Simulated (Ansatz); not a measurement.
WS2 with Zr replacing W: field gradients at two levels of theory

Cell: a supercell of WS2 (space group P6_3/mmc) built from an entry of the Crystallography Open Database (COD), with the ions relaxed around the defect (PBE).

Space group P-6m2 (No. 187); a = 9.5400, c = 12.5000 Å, γ = 120.00°.

```
site  Wyckoff  site symmetry       x       y       z
  Zr       1a           -6m2  0.0000  0.0000  0.0000
  W2       6l            m..  0.0020  0.3371  0.0000
  W6       1c           -6m2  0.3333  0.6667  0.0000
  W8       1e           -6m2  0.6667  0.3333  0.0000
 W10       3k            mm2  0.1111  0.8889  0.5000
 W12       3k            mm2  0.1111  0.5555  0.5000
 W14       3k            mm2  0.4444  0.2222  0.5000
 S19       2g            3m.  0.0000  0.0000  0.3745
 S20      12o              1  0.0000  0.3333  0.3745
 S24       2h            3m.  0.3333  0.6667  0.3745
 S26       2i            3m.  0.6667  0.3333  0.3745
 S28       6n            .m.  0.1170  0.8830  0.8723
 S30       6n            .m.  0.1121  0.5560  0.8743
 S32       6n            .m.  0.4439  0.2219  0.8754
```

One atom of each set is listed.

First run. The numbers come from a DFT calculation in Ansatz (PBE, plane waves and PAW, scalar-relativistic, 420 eV cutoff, Γ-centred 3×3×2 k-points, Fermi–Dirac smearing 0.01 eV).

```tsv
site	V_zz (10²¹ V/m²)	η
Zr	-4.15	0.00
W2	-16.06	0.55
W6	-14.71	0.00
W8	-16.77	0.00
W10	-17.43	0.01
W12	-17.16	0.01
W14	-17.07	0.00
S19	-4.67	0.00
S20	-4.40	0.01
S24	-4.33	0.00
S26	-4.45	0.00
S28	-6.31	0.59
S30	-4.00	0.08
S32	-4.51	0.03
```

Second run. The same atoms and settings, except that the functional is r2SCAN and the cutoff is 500 eV.

(1) Given the first result, estimate the second.

Answers

(1) 

| site | V_zz | η | change of V_zz |
| --- | --- | --- | --- |
| Zr | -4.02 | 0.00 | +0.13 |
| W2 | -15.90 | 0.53 | +0.16 |
| W6 | -14.33 | 0.00 | +0.38 |
| W8 | -16.52 | 0.00 | +0.25 |
| W10 | -17.30 | 0.01 | +0.13 |
| W12 | -17.05 | 0.01 | +0.11 |
| W14 | -16.96 | 0.00 | +0.11 |
| S19 | -4.72 | 0.00 | -0.05 |
| S20 | -4.45 | 0.01 | -0.05 |
| S24 | -4.39 | 0.00 | -0.06 |
| S26 | -4.50 | 0.00 | -0.05 |
| S28 | -6.23 | 0.62 | +0.08 |
| S30 | -4.01 | 0.07 | -0.01 |
| S32 | -4.54 | 0.04 | -0.03 |

The largest change of V_zz is on W6, from -14.71 to -14.33. In per cent, |V_zz| changes by -3 on Zr, -3 to -1 on W, -1 to +1 on S (all sites that start above 2).

The run isn't spin-polarised, and a state with spin may lie lower. The defect repeats with the cell of 54 atoms, so it feels its images: sites between two images don't show the values beside a lone defect, and zeros or small values of η there can come from the images' arrangement. S and W carry a gradient in the pure host already, so the values there aren't the defect's effect alone. The relaxation keeps the site symmetry -6m2 of the start, so the impurity can't leave its site; a distortion that would localise the partly filled state isn't explored. The defect cell has no gap above 0.1 eV on its mesh, so the values can hang on the smearing and the k-mesh. Without spin–orbit coupling the gradients at and beside W can be off by some per cent, at some sites by more.
